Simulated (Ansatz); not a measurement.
ZnS:
```cif
data_S2Zn2
_chemical_formula_sum 'Zn2 S2'
_space_group_name_H-M_alt 'P 1'
_space_group_IT_number 1
_cell_length_a 3.84516
_cell_length_b 3.84516
_cell_length_c 6.30554
_cell_angle_alpha 90.000
_cell_angle_beta 90.000
_cell_angle_gamma 120.000
loop_
_space_group_symop_operation_xyz
  'x, y, z'
loop_
_atom_site_label
_atom_site_type_symbol
_atom_site_fract_x
_atom_site_fract_y
_atom_site_fract_z
_atom_site_occupancy
Zn1 Zn 0.66667 0.33333 0.99986 1
Zn2 Zn 0.33333 0.66667 0.49986 1
S1 S 0.66667 0.33333 0.62534 1
S2 S 0.33333 0.66667 0.12534 1
```

Relaxed with PBE.

**Question.** Which orbitals make up the states near the band edges in PBE in the plane-wave PAW code Ansatz?

**Answer.** Top 1 eV of the valence band: S 3p 88 %, Zn 3d 8 %. Bottom 1 eV of the conduction band: Zn 4s 57 %, S 3s 26 %, S 3p 15 %. Projections are on Löwdin-orthogonalised atomic valence shells; empty p or d shells of many metals are not among them.

**Question.** Tabulate the density of states.

**Answer.** States/eV per cell of 4 atoms, in 0.25 eV bins, energy from the valence-band maximum.

| E (eV) | total | Zn 3d | S 3p | Zn 4s |
|---|---|---|---|---|
| -7.85 | 0.00 | 0.00 | 0.00 | 0.00 |
| -7.60 | 0.00 | 0.00 | 0.00 | 0.00 |
| -7.35 | 0.00 | 0.00 | 0.00 | 0.00 |
| -7.10 | 0.00 | 0.00 | 0.00 | 0.00 |
| -6.85 | 0.00 | 0.00 | 0.00 | 0.00 |
| -6.60 | 0.00 | 0.00 | 0.00 | 0.00 |
| -6.35 | 4.46 | 3.77 | 0.58 | 0.11 |
| -6.10 | 34.24 | 30.62 | 3.21 | 0.35 |
| -5.85 | 29.95 | 29.05 | 0.68 | 0.16 |
| -5.60 | 10.70 | 10.07 | 0.21 | 0.17 |
| -5.35 | 0.66 | 0.61 | 0.01 | 0.01 |
| -5.10 | 0.04 | 0.00 | 0.03 | 0.01 |
| -4.85 | 0.81 | 0.13 | 0.47 | 0.19 |
| -4.60 | 4.19 | 0.59 | 2.37 | 1.12 |
| -4.35 | 2.39 | 0.43 | 1.30 | 0.54 |
| -4.10 | 2.13 | 0.39 | 1.16 | 0.43 |
| -3.85 | 1.59 | 0.29 | 0.88 | 0.28 |
| -3.60 | 1.23 | 0.21 | 0.72 | 0.17 |
| -3.35 | 1.30 | 0.19 | 0.87 | 0.13 |
| -3.10 | 1.83 | 0.18 | 1.43 | 0.11 |
| -2.85 | 1.83 | 0.19 | 1.43 | 0.10 |
| -2.60 | 2.28 | 0.21 | 1.83 | 0.10 |
| -2.35 | 2.75 | 0.24 | 2.27 | 0.09 |
| -2.10 | 3.00 | 0.23 | 2.54 | 0.07 |
| -1.85 | 3.21 | 0.26 | 2.74 | 0.06 |
| -1.60 | 4.00 | 0.31 | 3.45 | 0.05 |
| -1.35 | 5.05 | 0.39 | 4.41 | 0.04 |
| -1.10 | 4.05 | 0.32 | 3.54 | 0.02 |
| -0.85 | 2.94 | 0.24 | 2.58 | 0.01 |
| -0.60 | 1.86 | 0.16 | 1.63 | 0.01 |
| -0.35 | 1.15 | 0.10 | 1.02 | 0.00 |
| -0.10 | 0.39 | 0.04 | 0.34 | 0.00 |
| 0.15 | 0.00 | 0.00 | 0.00 | 0.00 |
| 0.40 | 0.00 | 0.00 | 0.00 | 0.00 |
| 0.65 | 0.00 | 0.00 | 0.00 | 0.00 |
| 0.90 | 0.00 | 0.00 | 0.00 | 0.00 |
| 1.15 | 0.00 | 0.00 | 0.00 | 0.00 |
| 1.40 | 0.00 | 0.00 | 0.00 | 0.00 |
| 1.65 | 0.00 | 0.00 | 0.00 | 0.00 |
| 1.90 | 0.00 | 0.00 | 0.00 | 0.00 |
| 2.15 | 0.00 | 0.00 | 0.00 | 0.00 |
| 2.40 | 0.02 | 0.00 | 0.00 | 0.01 |
| 2.65 | 0.06 | 0.00 | 0.01 | 0.03 |
| 2.90 | 0.09 | 0.00 | 0.01 | 0.05 |
| 3.15 | 0.16 | 0.00 | 0.03 | 0.09 |
| 3.40 | 0.58 | 0.00 | 0.10 | 0.27 |
| 3.65 | 1.64 | 0.00 | 0.27 | 0.66 |
| 3.90 | 2.75 | 0.01 | 0.48 | 1.06 |
| 4.15 | 3.38 | 0.01 | 0.64 | 1.32 |
| 4.40 | 3.10 | 0.01 | 0.61 | 1.16 |
| 4.65 | 2.37 | 0.01 | 0.47 | 0.79 |
| 4.90 | 1.29 | 0.00 | 0.29 | 0.45 |
| 5.15 | 0.71 | 0.00 | 0.12 | 0.19 |
| 5.40 | 1.84 | 0.00 | 0.25 | 0.36 |
| 5.65 | 4.80 | 0.01 | 0.44 | 0.57 |
| 5.90 | 2.92 | 0.01 | 0.27 | 0.37 |
| 6.15 | 2.76 | 0.01 | 0.24 | 0.34 |
| 6.40 | 1.87 | 0.00 | 0.11 | 0.13 |
| 6.65 | 1.60 | 0.00 | 0.07 | 0.09 |
| 6.90 | 3.31 | 0.00 | 0.12 | 0.11 |

Space group P6_3mc (wurtzite). Symmetry was held in the PBE relaxation.

Potentials: the later of the program's two PAW sets.
